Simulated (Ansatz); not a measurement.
Input:

CdSiN₂:
```cif
data_Cd3N6Si3
_chemical_formula_sum 'Cd3 Si3 N6'
_space_group_name_H-M_alt 'R-3m :H'
_space_group_IT_number 166
_space_group_name_Hall '-R 3 2"'
_cell_length_a 2.92141
_cell_length_b 2.92141
_cell_length_c 16.62612
_cell_angle_alpha 90.000
_cell_angle_beta 90.000
_cell_angle_gamma 120.000
loop_
_atom_site_label
_atom_site_type_symbol
_atom_site_symmetry_multiplicity
_atom_site_Wyckoff_symbol
_atom_site_fract_x
_atom_site_fract_y
_atom_site_fract_z
_atom_site_occupancy
Cd1 Cd 3 a 0.00000 0.00000 0.00000 1
Si1 Si 3 b 0.00000 0.00000 0.50000 1
N1 N 6 c 0.00000 0.00000 0.22553 1
```
(The calculation used a cell of 4 atoms; values per cell refer to that cell.)

This is the PBE-relaxed structure.

### Question
All from PBE in the plane-wave PAW code Ansatz, unless another level is named. Estimate the formation energy from the elements (no fitted shifts).

### Answer
-0.057 eV/atom.

### Question
Next, the gap with spin–orbit coupling?

### Answer
0.97 eV.

### Question
Predict the weight of the conduction-edge state by species (Voronoi cells).

### Answer
N 53 %, Cd 38 %, Si 10 %.

The start of the workflow was typed in or built on a structure type; neither database checked (COD, Materials Project) lists it. Its standing as an ambient phase is unchecked. The PBE relaxation kept the symmetry of its start; its stability against distortions is not shown here. The references are the lowest solids computed at this level, not always the standard phases (solids in place of the gases). Scalar-relativistic: spin–orbit coupling is off unless named, which matters more the heavier the elements.

Potentials: the earlier of the program's two PAW sets.
